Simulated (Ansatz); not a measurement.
AlH₄: from a guess to a relaxed structure

Method: Ansatz, DFT PBE, scalar-relativistic, plane waves, PAW. Cutoff 420 eV, Gaussian smearing, Γ-centred meshes. Cell and atoms relax first on a coarse mesh and then on a finer one. In between, the cell is made exact in the group found at 0.06 Å. In metals the finer mesh still leaves noise of several meV/atom or more. The steps can't lower the symmetry of their start. No spin polarisation.

A trial structure of AlH₄ was built thus: random cell by space group and Wyckoff sites (P4mm, No. 99). The dimensions are guesses.

```cif
data_structure
_symmetry_space_group_name_H-M 'P 1'
_symmetry_Int_Tables_number 1
_cell_length_a 4.7217
_cell_length_b 4.7217
_cell_length_c 4.6200
_cell_angle_alpha 90.000
_cell_angle_beta 90.000
_cell_angle_gamma 90.000
_cell_volume 103.00
loop_
_atom_site_label
_atom_site_type_symbol
_atom_site_fract_x
_atom_site_fract_y
_atom_site_fract_z
_atom_site_occupancy
Al1 Al 0.00000 0.00000 0.13847 1
H1 H 0.43280 0.00000 0.29375 1
H2 H 0.56720 0.00000 0.29375 1
H3 H 0.00000 0.43280 0.29375 1
H4 H 0.00000 0.56720 0.29375 1
```

The zero of energy is the elements' standard structures at the same level (H₂ as a molecule); no fitted shifts are applied.

**Question.** Describe the relaxed structure.

**Answer.** The symmetry goes from P4mm (No. 99) to P4/mmm (No. 123). The volume per atom shrinks by 28.3 %, from 20.6 to 14.8 Å³. The shortest distance goes from 0.63 Å (H–H) to 0.80 Å (H–H). The energy falls by about 0.45 eV/atom (the start's value is from the coarse mesh). The end is written in a standard setting, so origin, axes and order of atoms can differ from the start's. Conventional cell: a = 5.431 Å, c = 2.505 Å. Around Al lie 4 H at 2.32 Å and 2 Al at 2.51 Å; around H lie 1 H at 0.80 Å and 1 Al at 2.32 Å.

```
Al H
1.0
     5.43086    0.00000    0.00000
     0.00000    5.43086    0.00000
     0.00000    0.00000    2.50504
Al H
1 4
Direct
  0.00000 0.00000 0.00000
  0.42645 0.00000 0.00000
  0.57355 0.00000 0.00000
  0.00000 0.42645 0.00000
  0.00000 0.57355 0.00000
```

**Question.** How does it come out in energy, and is it a metal?

**Answer.** The energy over the elements is +0.35 eV/atom and the gap on the 8×8×14 mesh of the 5-atom cell is 0 eV (a metal).

A positive value: parting into the elements would lower its energy.

The last run used Gaussian smearing of 0.10 eV. Weakly bound directions are ill-defined at this level, which has no dispersion term. The cell is a metal run without spin; a magnetic state may lie lower. With hydrogen, zero-point motion can shift formation energies by some tens of meV/atom. A structure relaxed within its symmetry needn't be a true minimum. Another cell of AlH4 relaxed alike, in P1, lies 245 meV/atom lower, so this cell isn't the stable form at this level.
